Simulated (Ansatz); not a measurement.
Input and command of a plane-wave DFT calculation in Ansatz:

```yaml
crystal:
  lattice:
    - [1.5318291052, 0.8844019463, 16.1732339489]
    - [-1.5318291052, 0.8844019463, 16.1732339489]
    - [0.0, -1.7688038925, 16.1732339489]
  atoms:
    - { symbol: Ti, position: [0.5, 0.5, 0.5] }
    - { symbol: Ti, position: [0.7845029468, 0.7845029468, 0.7845029468] }
    - { symbol: Ti, position: [0.6902641809, 0.6902641809, 0.6902641809] }
    - { symbol: Ti, position: [0.3097358191, 0.3097358191, 0.3097358191] }
    - { symbol: Ti, position: [0.2154970532, 0.2154970532, 0.2154970532] }
    - { symbol: Al, position: [0.5961401055, 0.5961401055, 0.5961401055] }
    - { symbol: Al, position: [0.4038598945, 0.4038598945, 0.4038598945] }
    - { symbol: C, position: [0.9089738345, 0.8600127593, 0.8110516841] }
    - { symbol: C, position: [0.1889483159, 0.1399872407, 0.0910261655] }
    - { symbol: C, position: [0.0489610752, 0.0, -0.0489610752] }
basis:
  ecutwfc: 500
kpoints:
  mp_grid: { grid: [12, 12, 12] }
hamiltonian:
  xc: r2scan
scf:
  occupations: { method: gaussian, width: 0.15 }
output:
  forces: true
  stress: true
  eigenvalues: true
```

```bash
ansatz run input.yaml --threads 2 --pin off --max-ram 5120MiB --backend cpu --events-out ev --progress --plain --runs-dir out
```

Processor: Oxide Virtual Turin-like Processor (Zen 5), 2 threads, on a host shared with other jobs.

Task: How long does it run, and how much memory does it take?

Result: About 3.8 min on 2 threads of Oxide Virtual Turin-like Processor (Zen 5), on a shared host, peak memory 2.7 GiB. It solves 49 bands at 476 k points (the mesh reduced by symmetry) with about 3395 plane waves, in 11 SCF iterations.
